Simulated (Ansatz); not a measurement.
The relaxed structure here is a generated cell of Cu: the first start was made by placing the elements on the sites of a structure type, and the end was not matched to a known phase here, so it may be hypothetical. Known forms of Cu include space group No. 225.

A relaxed cell of Cu (Im-3m (No. 229)), relaxed on a k-mesh at least as fine as the one used below. Level of theory: r2SCAN (plane waves to 500 eV, PAW, scalar-relativistic; Ansatz, a first-principles code). Γ-centred k-mesh 16×8×16 on the run's cell (coarser than for final values), Fermi–Dirac smearing 0.05 eV.

```yaml
crystal:
  lattice:
    - [-1.42112, 1.42112, 1.42112]
    - [2.84225, -2.84225, 2.84225]
    - [1.42112, 1.42112, -1.42112]
  atoms:
    - { symbol: Cu, position: [0.00000, 0.00000, 0.00000] }
    - { symbol: Cu, position: [0.00000, 0.50000, 0.00000] }
```

The atoms are displaced by (Å):

```csv
atom,ux,uy,uz
Cu1,-0.022,0.090,-0.018
Cu2,0.078,0.053,0.052
```

Q: What forces (eV/Å) and pressure result?

A: 
```tsv
atom	Fx	Fy	Fz
Cu1	0.68	-0.15	0.68
Cu2	-0.68	0.15	-0.68
```

Pressure +1.6 GPa.

Q: Estimate the energy cost of the displacement in the harmonic approximation and compare with the calculation.

A: For a harmonic well ΔE = −½ Σ F·u = 0.061 eV a cell, or 30 meV/atom. The calculated energy relative to the undisplaced cell is +0.03 eV/atom, so the harmonic estimate holds well.

The undisplaced cell is probably no minimum: from this displacement the run went on to Fm-3m (No. 225), 0.04 eV/atom below it.

No spin polarisation in the result.
